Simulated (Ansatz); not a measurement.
AlCo in space group Cmcm (No. 63; Al on 4c, Co on 4c), DFT-PBE in the program Ansatz with PAW potentials, all energies at zero smearing, with the estimated change up to a 700 eV cutoff added, with one set of potentials and settings (totals compare only within such a set). Cell of 4 atoms (2 Al, 2 Co): -11328.398 eV.

```json
[
 {"element": "Al", "reference phase": "Fm-3m, 1 atoms in the cell", "E (eV/atom)": "-537.5049"},
 {"element": "Co", "reference phase": "P6_3/mmc, 2 atoms in the cell, spin-polarised", "E (eV/atom)": "-5126.1559"}
]
```

Formation energy per atom, worked out: (-11328.398 − 2×(-537.5049) − 2×(-5126.1559))/4 = -0.269 eV/atom (-26 kJ per mol of atoms), at 0 K, without zero-point energy or fitted corrections.

The start of the workflow was typed in or built on a structure type; neither database checked (COD, Materials Project) lists it. Whether it is the stable phase at ambient conditions was not checked. The PBE relaxation kept the symmetry of its start; whether a distortion lowers the energy is not shown. Magnetic state: ferromagnetic, the only order run, not a proven ground state. The references are the lowest solids computed at this level, not always the standard phases.

Potentials: the later of the program's two PAW sets.
